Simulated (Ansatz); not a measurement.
BeBr₂ in space group Ibam (No. 72; Be on 4a, Br on 8j), the program Ansatz at the r²SCAN+D4 level (PAW). The conduction-band minimum lies at Γ, with 1 equivalent valley. Second derivatives d²E/dk² of the lowest band at one valley (eV·Å²), along Cartesian directions:

| direction | d²E/dk² |
|---|---|
| [100] | 13.60 |
| [010] | 11.16 |
| [001] | 15.41 |
| [110] | 12.37 |
| [101] | 14.49 |
| [011] | 13.28 |

Task: Find the principal effective masses, the density-of-states mass and the conductivity mass.

Result: Off-diagonal terms follow from H_xy = H[110] − (H_xx + H_yy)/2, and m*/mₑ = 7.620 eV·Å² over each eigenvalue: 0.49, 0.56, 0.68. One valley's DOS mass (m₁m₂m₃)^(1/3) = 0.57, conductivity mass 3/(Σ 1/mᵢ) = 0.57 mₑ.

Task: What effective density of states Nc follows at 300 K for parabolic valleys?

Result: Nc = 2.509e19 × 1 × (0.57)^(3/2) ≈ 1.1e19 cm⁻³.

The workflow started from a Materials Project entry (that database holds measured and hypothetical structures alike); the Crystallography Open Database files this formula in space group No. 72, but the cells were not matched. Its standing as an ambient phase is unchecked. The r²SCAN+D4 relaxation kept the symmetry of its start; whether a distortion lowers the energy is not shown. Scalar-relativistic: spin–orbit coupling is off unless named, which matters more the heavier the elements.

Potentials: the later of the program's two PAW sets.

Edges and masses are those of Kohn–Sham bands, whose gap is no quasiparticle gap.
